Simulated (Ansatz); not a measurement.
## TiAl₃: checking a database structure before trusting its electric field gradients

The cell is a computed structure from the Materials Project (it need not be an observed phase).

```
Ti Al
1.0
    -1.91111    1.91111    4.28067
     1.91111   -1.91111    4.28067
     1.91111    1.91111   -4.28067
Ti Al
1 3
Direct
  0.00000 0.00000 0.00000
  0.50000 0.50000 0.00000
  0.75000 0.25000 0.50000
  0.25000 0.75000 0.50000
```

Atoms are numbered from 1 in the order listed; like atoms form one site, named after its first atom.

All values are calculated (Ansatz; DFT, PBE, plane waves and PAW, scalar-relativistic, 420 eV cutoff, Γ-centred 12×12×12 k-points, Fermi–Dirac smearing 0.05 eV), not measured.

Question: Do the atoms and the cell lie near the calculated equilibrium?

Answer: Nearly. The forces vanish, and the pressure is 2.1 GPa.
